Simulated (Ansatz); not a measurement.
**Ca3Mg: what symmetry allows forces and stress to be**

```yaml
crystal:
  lattice:
    - [5.11545, 0.00000, 0.00000]
    - [0.00000, 5.59144, 0.00000]
    - [0.00000, 0.00000, 5.59144]
  atoms:
    - { symbol: Ca, position: [0.43315, 0.50000, 0.00000] }
    - { symbol: Ca, position: [0.56685, 0.00000, 0.50000] }
    - { symbol: Ca, position: [0.00000, 0.50000, 0.50000] }
    - { symbol: Mg, position: [0.00000, 0.00000, 0.00000] }
```

The calculation used DFT PBEsol, scalar-relativistic, plane waves, PAW in Ansatz 0.2.0.

Cutoff 420 eV; k points 8×8×8 on the computed 4-atom cell (Γ-centred); Gaussian smearing, width 0.10 eV; no spin polarisation.

This distorted cell has space group P-4m2, with 8 operations.

Problem. Without a calculation: in which directions can each atom feel a force?

Solution. A force must be left unchanged by every operation that keeps its atom in place, so it lies in the space that those operations leave fixed. Atoms that the group maps onto each other feel forces of one size.
```tsv
atom	site symmetry	operations at the site	equivalent to atom	allowed force (Cartesian)
Ca1	2mm.	4	1	along (1.00, 0.00, 0.00)
Ca2	2mm.	4	1	along (1.00, 0.00, 0.00)
Ca3	-4m2	8	3	none
Mg4	-4m2	8	4	none
```

That leaves 1 independent force component of 12. A relaxation in this cell that keeps the symmetry moves the atoms in these directions alone.

Problem. And the stress tensor?

Solution. It must be invariant under the point group, which leaves 2 independent components: yz, xz, xy vanish; yy = zz.

Problem. Do the computed values obey this?

Solution. Yes. Forces (eV/Å):
```
Ca1  0.640  0.000  0.000
Ca2 -0.640  0.000  0.000
Ca3  0.000  0.000  0.000
Mg4  0.000  0.000  0.000
```

Stress (GPa, compression positive, xx yy zz yz xz xy): -1.90 -1.89 -1.89 0.00 0.00 0.00. The program imposes the same operations on density, forces and stress, so this confirms the analysis and is no independent test of the calculation.